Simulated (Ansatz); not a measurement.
Relaxed-ion elastic tensor of ZrSi in space group Cmcm (No. 63; Zr on 4c, Si on 4c) in GPa (Voigt order), plane-wave PAW LDA (Ansatz code); density 5.86 g/cm³, 16.91 Å³ per atom.

```
      1     2     3     4    5     6
-  ----  ----  ----  ----  ---  ----
1   244  72.5   132   0.0  0.0   0.0
2  72.5   361  70.7   0.0  0.0   0.0
3   132  70.7   276   0.0  0.0   0.0
4   0.0   0.0   0.0  83.4  0.0   0.0
5   0.0   0.0   0.0   0.0  167   0.0
6   0.0   0.0   0.0   0.0  0.0  89.4
```

### Question
Is the crystal mechanically stable?

### Answer
Yes: the smallest eigenvalue of C is 83.4 GPa.

### Question
Work out the Voigt, Reuss and Hill averages.

### Answer
K_V = 159, K_R = 158, K_H = 159; G_V = 108, G_R = 95.8, G_H = 102 GPa.

### Question
Give Young's modulus, Poisson's ratio, Pugh's ratio and the universal anisotropy index.

### Answer
E = 9KG/(3K + G) = 252 GPa; ν = 0.24; K/G = 1.55 (brittle by the Pugh limit of 1.75); A_U = 5G_V/G_R + K_V/K_R − 6 = 0.66.

### Question
Estimate the sound speeds and the Debye temperature.

### Answer
v_l = √((K + 4G/3)/ρ) = 7090 m/s, v_t = √(G/ρ) = 4170 m/s, mean 4630 m/s; Θ = (h/k)(3n/4πV)^(1/3) v_m = 537 K.

### Question
Solve the Christoffel equation for the three sound speeds along x, y, z.

### Answer
Eigenvalues of C_ijkl n_j n_l equal ρv². In km/s, slowest first: x 3.91, 5.34, 6.45; y 3.77, 3.91, 7.85; z 3.77, 5.34, 6.86.

### Question
How much does each axis shrink under pressure?

### Answer
Linear compressibilities β_i = Σ_j S_ij (j = 1 to 3): x 2.5, y 1.9, z 2.0 per TPa.

The workflow started from a Materials Project entry (that database holds measured and hypothetical structures alike); the Crystallography Open Database files this formula in space group No. 63, but the cells were not matched. Whether it is the stable phase at ambient conditions was not checked. The cell was relaxed with LDA under the symmetry of its start; of distortions, only those at the zone centre were tested. No spin polarisation was allowed. As this level gives no gap, shear constants depend on the k-mesh and smearing (Fermi–Dirac, 0.1 eV here).

Potentials: the later of the program's two PAW sets.
